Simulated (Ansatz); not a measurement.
A geometry of Li away from equilibrium: the start of the relaxation of a generated trial cell of Li in the AFLOW prototype A_hP3_152_a (A8, as in Se). These are r2SCAN (plane waves to 500 eV, PAW, scalar-relativistic; Ansatz, a first-principles code) values and carry that method's errors. Γ-centred k-mesh 9×9×7 on the run's cell (coarser than for final values), Fermi–Dirac smearing 0.05 eV.

```xyz
3
Lattice="4.0186 0.0000 0.0000 -2.0093 3.4802 0.0000 0.0000 0.0000 4.5592" Properties=species:S:1:pos:R:3:forces:R:3 pbc="T T T" free_energy=-614.071 pressure_GPa=1.5
Li     0.9058     0.0000     3.7993    1.6483    0.0000    0.0000
Li    -0.4529     0.7844     0.7599   -0.8242    1.4275    0.0000
Li     1.5564     2.6958     2.2796   -0.8242   -1.4275    0.0000
```

Positions in Å, forces in eV/Å, free energy of the cell in eV (comparable only within this code, potentials and settings). Largest force: 1.65 eV/Å, on Li1, Li2, Li3 (atoms numbered as listed); the geometry lies 0.45 eV/atom above the end of its relaxation.

No spin polarisation in the result.

The run could not lose the symmetry of its start.
